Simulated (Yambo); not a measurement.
Yambo run on SiO2 (space group P6_222, No. 180). The wavefunctions come from this Quantum ESPRESSO step (LDA, PseudoDojo standard norm-conserving files, scalar-relativistic):

```
&CONTROL
  calculation = 'nscf'
  pseudo_dir = './pseudo'
  outdir = './out'
/
&SYSTEM
  ibrav = 0
  nat = 9
  ntyp = 2
  ecutwfc = 84.0
  ecutrho = 336.0
  occupations = 'fixed'
  force_symmorphic = .true.
  nbnd = 229
/
&ELECTRONS
  conv_thr = 9.000000000000001e-09
  diago_full_acc = .true.
  diago_thr_init = 1e-08
/
ATOMIC_SPECIES
O 15.9990 O.upf
Si 28.0850 Si.upf
CELL_PARAMETERS angstrom
  5.061090212000   0.000000000000   0.000000000000
 -2.530545106000   4.383032694000   0.000000000000
  0.000000000000   0.000000000000   5.540500000000
ATOMIC_POSITIONS crystal
O   0.791370000000   0.582740000000   0.500000000000
O   0.208630000000   0.791370000000   0.833333333000
O   0.417260000000   0.208630000000   0.166666667000
O   0.208630000000   0.417260000000   0.500000000000
O   0.791370000000   0.208630000000   0.833333333000
O   0.582740000000   0.791370000000   0.166666667000
Si   0.000000000000   0.500000000000   0.666666667000
Si   0.500000000000   0.000000000000   0.000000000000
Si   0.500000000000   0.500000000000   0.333333333000
K_POINTS automatic
3 3 4 0 0 0
```

Yambo input:

```
rim_cut
gw0
dyson
el_el_corr
HF_and_locXC
ppa
em1d
RandQpts= 1000000
RandGvec= 1 Ry
EXXRLvcs= 84 Ry
VXCRLvcs= 336 Ry
Chimod= "HARTREE"
% BndsRnXp
 1 | 227 |
%
NGsBlkXp= 8 Ry
% LongDrXp
 1.0 | 1.0 | 1.0 |
%
PPAPntXp= 27.2114 eV
% GbndRnge
 1 | 227 |
%
GTermKind= "BG"
DysSolver= "n"
ExtendOut
% QPkrange
 1 | 1 | 24 | 25 |
 3 | 3 | 24 | 25 |
 7 | 7 | 24 | 25 |
 9 | 9 | 24 | 25 |
%
```

k points by index: 1 = Γ, 3 = A, 7 = K, 9 = H.

Table of the .qp output:

```
#    K-point    Band    Eo [eV]    E [eV]    E-Eo [eV]    Vxc [eV]    Vnlxc [eV]    Sc|Eo [eV]    Sc|E [eV]    dSc/dw|Eo [eV]    Re(Z)    Im(Z)
#
    1    24    -0.193037    -2.027635    -1.834598    -19.76715    -25.73499    3.726794    4.133242    -6.028230    0.818642    -0.001002
    1    25    5.503698    6.805374    1.301676    -10.32304    -5.753305    -3.083548    -3.268059    -3.856971    0.875855    -0.732014E-3
    3    24    0.000000    -1.822581    -1.822581    -19.92528    -25.89257    3.740172    4.144718    -6.039573    0.818363    -0.001002
    3    25    7.308120    8.817928    1.509808    -11.53585    -6.700942    -3.094230    -3.325103    -4.160834    0.867371    -0.786643E-3
    7    24    -0.058568    -1.887730    -1.829162    -19.88724    -25.86523    3.742942    4.148819    -6.037654    0.818410    -0.001006
    7    25    8.262947    9.869698    1.606751    -11.44506    -6.387755    -3.201775    -3.450553    -4.213022    0.865931    -0.793643E-3
    9    24    -0.670969    -2.584246    -1.913277    -19.18326    -25.26633    3.743957    4.169797    -6.056124    0.817955    -0.001031
    9    25    8.509525    10.34889    1.839369    -14.07515    -7.968807    -3.945432    -4.266977    -4.756666    0.851205    -0.855398E-3
```
(The two width columns are left out.) Convergence of these settings isn't established.

Geometry of the Materials Project entry, not relaxed at this level.

This is not the ordinary phase of the substance.
